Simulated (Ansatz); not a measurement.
# Trial inputs on CuSi4P3

All trials start from this Ansatz input:

```yaml
crystal:
  lattice:
    - [1.935786925, 1.1176271022, 11.5543338505]
    - [-1.935786925, 1.1176271022, 11.5543338505]
    - [0.0, -2.2352542045, 11.5543338505]
  atoms:
    - { symbol: Si, position: [0.750581, 0.750581, 0.750581] }
    - { symbol: Si, position: [0.498011, 0.498011, 0.498011] }
    - { symbol: Si, position: [0.25024, 0.25024, 0.25024] }
    - { symbol: Si, position: [0.063148, 0.063148, 0.063148] }
    - { symbol: Cu, position: [0.994498, 0.994498, 0.994498] }
    - { symbol: P, position: [0.816408, 0.816408, 0.816408] }
    - { symbol: P, position: [0.563229, 0.563229, 0.563229] }
    - { symbol: P, position: [0.313885, 0.313885, 0.313885] }
basis:
  ecutwfc: 420
kpoints:
  mp_grid: { grid: [6, 6, 6] }
hamiltonian:
  xc: pbe
scf:
  occupations: { method: gaussian, width: 0.1 }
output:
  forces: true
  stress: true
  eigenvalues: true
```

Command:

```bash
ansatz run input.yaml --threads 2 --pin off --max-ram 2662MiB --backend cpu --events-out ev --progress --plain --runs-dir out
```

The run converges in 10 SCF iterations on 32 irreducible k-points: pressure 0.65 GPa, largest force 0.722 eV/Å, no gap.

The inputs are trials, many of them unsound on purpose. Their numbers show the effect of the settings and aren't properties of the material. Each trial's input is given as a difference from the reference's; energies are extrapolated to zero smearing where there is one, and pressure is positive in compression.

Trial 1:

```diff
 kpoints:
-  mp_grid: { grid: [6, 6, 6] }
+  mp_grid: { grid: [3, 3, 3] }
 hamiltonian:
-  xc: pbe
+  xc: pbesol
 scf:
+  max_iter: 20
```

The run converges in 10 SCF iterations on 6 irreducible k-points: pressure -1.77 GPa, largest force 0.428 eV/Å, no gap.

Trial 2:

```diff
 basis:
-  ecutwfc: 420
+  ecutwfc: "23 Ry"
 kpoints:
-  mp_grid: { grid: [6, 6, 6] }
+  mp_grid: { grid: [5, 2, 2], shift: [0.5, 0.5, 0] }
 hamiltonian:
+  dispersion: d3bj
 scf:
+  max_iter: 100
```

The run converges in 10 SCF iterations on 10 irreducible k-points: pressure -3.49 GPa, largest force 1.067 eV/Å, no gap. It warns that the cutoff lies under the recommended one, 420 eV for these potentials; that the mesh lowers the symmetry.